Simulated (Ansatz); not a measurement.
Ba₃PbO (anti-perovskite, space group No. 221) under volume change, r²SCAN in the plane-wave PAW code Ansatz, scaled uniformly.

| V (Å³/atom) | E − E(relaxed) (meV/atom) | P (GPa) |
|---|---|---|
| 30.104 | 38.4 | 4.50 |
| 31.096 | … | … |
| 32.089 | … | … |
| 33.081 | 0.0 | 0.00 |
| 34.073 | 3.4 | -1.07 |
| 35.066 | 13.0 | -1.99 |
| 36.058 | 27.7 | -2.76 |

**Question.** What belongs in the gaps?

**Answer.** 
- 32.089, E − E(relaxed) (meV/atom): 3.8
- 32.089, P (GPa): 1.26
- 31.096, E − E(relaxed) (meV/atom): 16.1
- 31.096, P (GPa): 2.75

**Question.** What does a third-order Birch–Murnaghan fit give for V₀, B₀ and B′?

**Answer.** V₀ = 33.08 Å³/atom, B₀ = 38.7 GPa, B′ = 4.4.

Space group Pm-3m (anti-perovskite). The workflow started from an entry of the Crystallography Open Database (COD). Its standing as an ambient phase is unchecked. Symmetry was held in the r²SCAN relaxation; its stability against distortions is not shown here. Spin–orbit coupling is left out wherever it is not named.

Potentials: the later of the program's two PAW sets.
